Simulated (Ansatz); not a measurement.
LiNbO3:
```cif
data_Li2Nb2O6
_chemical_formula_sum 'Li2 Nb2 O6'
_space_group_name_H-M_alt 'P 1'
_space_group_IT_number 1
_cell_length_a 5.47983
_cell_length_b 5.47983
_cell_length_c 5.47983
_cell_angle_alpha 55.869
_cell_angle_beta 55.869
_cell_angle_gamma 55.869
loop_
_space_group_symop_operation_xyz
  'x, y, z'
loop_
_atom_site_label
_atom_site_type_symbol
_atom_site_fract_x
_atom_site_fract_y
_atom_site_fract_z
_atom_site_occupancy
Li1 Li 0.70674 0.70674 0.70674 1
Li2 Li 0.20674 0.20674 0.20674 1
Nb1 Nb 0.98909 0.98909 0.98909 1
Nb2 Nb 0.48909 0.48909 0.48909 1
O1 O 0.87834 0.26896 0.62749 1
O2 O 0.62749 0.87834 0.26896 1
O3 O 0.26896 0.62749 0.87834 1
O4 O 0.76896 0.37834 0.12749 1
O5 O 0.37834 0.12749 0.76896 1
O6 O 0.12749 0.76896 0.37834 1
```

Relaxed with PBEsol. Plane-wave PAW PBEsol (Ansatz code) gives a gap of 3.51 eV.

Problem. What gap does HSE06 give on the same cell (Ansatz, PAW)?

Solution. 4.99 eV, 1.48 eV more. The hybrid was solved on a coarser mesh and at special points; the gap given is the minimum over both.

```csv
k,v1 PBEsol,c1 PBEsol,v1 HSE06,c1 HSE06
Γ,-0.01,3.53,-0.01,5.01
T,-0.32,4.63,___,___
L,-0.22,3.89,-0.24,5.40
F,-0.21,3.61,___,___
S0,-0.11,3.52,___,___
H0,-0.27,3.88,___,___
```

Problem. Top valence (v1) and lowest conduction level (c1) in eV from each method's valence maximum (which need not be a listed point): supply the withheld HSE06 values.

Solution. 
- T, v1 HSE06: -0.34
- T, c1 HSE06: 6.22
- H0, v1 HSE06: -0.29
- H0, c1 HSE06: 5.38
- F, v1 HSE06: -0.23
- F, c1 HSE06: 5.10
- S0, v1 HSE06: -0.13
- S0, c1 HSE06: 5.01

Cost on shared cores: the PBEsol run (SCF on a 7×7×7 mesh, then bands and DOS) roughly 3 core-minutes, the HSE06 run (SCF on 4×4×4, then a few points) around 5 core-minutes (rough); the tasks are unlike.

Space group R3c. The PBEsol relaxation kept the symmetry of its start. No spin polarisation was allowed. Spin–orbit coupling is left out wherever it is not named.

Potentials: the earlier of the program's two PAW sets. The files were generated under PBE; for other functionals the program regenerates the frozen cores, and for LDA and PBEsol the local potential too.
